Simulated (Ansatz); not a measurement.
**Relaxation path: zincblende InAs (110), 4 layers**

DFT, PBE, PAW with Ansatz's default frozen-core files, scalar-relativistic (Ansatz 0.2.0); a Γ-centred 6×4×1 k mesh, Fermi–Dirac smearing of 0.02 eV, no spin polarisation. The run relaxes the atoms in the fixed cell.

Command: `ansatz run input.yaml --threads 3 --pin off --max-ram 8192MiB --backend cpu --events-out ev --progress --plain --runs-dir out` It took 74 s on 3 threads of Intel(R) Xeon(R) Platinum 8488C (Sapphire Rapids), on a shared host, peak memory 1.3 GiB.

```yaml
crystal:
  lattice:
    - [4.3748353788, 0.0, 0.0]
    - [0.0, 6.1869515259, 0.0]
    - [0.0, 0.0, 22.5623]
  atoms:
    - { symbol: In, position: [0.0, 0.875, 0.3545748202] }
    - { symbol: As, position: [0.5, 0.625, 0.3545748202] }
    - { symbol: In, position: [0.5, 0.375, 0.4515249397] }
    - { symbol: As, position: [0.0, 0.125, 0.4515249397] }
    - { symbol: In, position: [0.0, 0.875, 0.5484750597] }
    - { symbol: As, position: [0.5, 0.625, 0.5484750597] }
    - { symbol: In, position: [0.5, 0.375, 0.6454251798] }
    - { symbol: As, position: [0.0, 0.125, 0.6454251798] }
kpoints:
  mp_grid: { grid: [6, 4, 1] }
scf:
  occupations: { method: fermi_dirac, width: 0.02 }
hamiltonian:
  xc: pbe
  pseudopotentials: { kind: paw }
output:
  forces: true
  stress: true
  eigenvalues: true
relax:
  f_tol: 0.01
  max_steps: 40
efield:
  axis: 3
  amplitude: 0
  dipole_correction: true
```

Each step lists its free energy a cell above the last geometry, and Cartesian positions (Å) with forces (eV/Å).

The first step:

```
step 1  dF = 1119.17 meV
  In 0.0000 5.4136 8.0000   0.0000 -0.7028 0.9477
  As 2.1874 3.8668 8.0000   0.0000 0.1373 -0.8975
  In 2.1874 2.3201 10.1874   0.0000 0.0767 -0.0369
  As 0.0000 0.7734 10.1874   0.0000 0.4888 -0.4205
  In 0.0000 5.4136 12.3749   0.0000 0.0767 0.0369
  As 2.1874 3.8668 12.3749   0.0000 0.4888 0.4205
  In 2.1874 2.3201 14.5623   0.0000 -0.7028 -0.9477
  As 0.0000 0.7734 14.5623   0.0000 0.1373 0.8975
```

Problem. Where does the relaxation end, and by which steps?

Solution. After 6 geometries, with a shortest distance of 2.645 Å. The further steps:
```
step 2  dF = 456.05 meV
  In 0.0000 5.2953 8.1549   0.0000 -0.4214 0.6162
  As 2.1874 3.8439 7.8588   0.0000 -0.0946 -0.4112
  In 2.1874 2.3783 10.1729   0.0000 0.4176 -0.1255
  As 0.0000 0.8563 10.1488   0.0000 0.0994 0.0438
  In 0.0000 5.4718 12.3894   0.0000 0.4176 0.1255
  As 2.1874 3.9498 12.4135   0.0000 0.0994 -0.0438
  In 2.1874 2.2019 14.4074   0.0000 -0.4214 -0.6162
  As 0.0000 0.7505 14.7035   0.0000 -0.0946 0.4112
step 3  dF = 108.42 meV
  In 0.0000 5.1915 8.3207   0.0000 -0.1689 0.3326
  As 2.1874 3.8132 7.7663   0.0000 -0.0392 -0.1088
  In 2.1874 2.4627 10.1358   0.0000 0.1926 -0.1537
  As 0.0000 0.9065 10.1759   0.0000 0.0150 0.0605
  In 0.0000 5.5562 12.4265   0.0000 0.1928 0.1526
  As 2.1874 3.9999 12.3864   0.0000 0.0148 -0.0588
  In 2.1874 2.0981 14.2416   0.0000 -0.1680 -0.3329
  As 0.0000 0.7197 14.7960   0.0000 -0.0391 0.1092
step 4  dF = 7.93 meV
  In 0.0000 5.1151 8.5000   0.0000 0.0070 -0.0025
  As 2.1874 3.8152 7.7305   0.0000 0.0503 0.0429
  In 2.1874 2.5074 10.0823   0.0000 -0.0456 -0.0808
  As 0.0000 0.9359 10.2337   0.0000 -0.0113 0.0141
  In 0.0000 5.6009 12.4798   0.0000 -0.0455 0.0824
  As 2.1874 4.0294 12.3288   0.0000 -0.0110 -0.0154
  In 2.1874 2.0219 14.0624   0.0000 0.0061 0.0031
  As 0.0000 0.7219 14.8317   0.0000 0.0503 -0.0430
step 5  dF = 0.79 meV
  In 0.0000 5.1253 8.5114   0.0000 -0.0032 0.0044
  As 2.1874 3.8380 7.7252   0.0000 0.0204 0.0015
  In 2.1874 2.4844 10.0427   0.0000 -0.0113 -0.0020
  As 0.0000 0.9259 10.2581   0.0000 -0.0057 0.0240
  In 0.0000 5.5780 12.5195   0.0000 -0.0114 0.0023
  As 2.1874 4.0195 12.3042   0.0000 -0.0057 -0.0243
  In 2.1874 2.0320 14.0509   0.0000 -0.0033 -0.0043
  As 0.0000 0.7447 14.8371   0.0000 0.0202 -0.0015
step 6  dF = 0.00 meV
  In 0.0000 5.1276 8.5217   0.0000 0.0020 0.0040
  As 2.1874 3.8485 7.7243   0.0000 -0.0006 -0.0024
  In 2.1874 2.4751 10.0301   0.0000 -0.0013 -0.0013
  As 0.0000 0.9229 10.2729   0.0000 -0.0002 -0.0022
  In 0.0000 5.5685 12.5322   0.0000 -0.0012 0.0012
  As 2.1874 4.0163 12.2894   0.0000 0.0000 0.0022
  In 2.1874 2.0341 14.0406   0.0000 0.0019 -0.0039
  As 0.0000 0.7550 14.8380   0.0000 -0.0006 0.0024
```
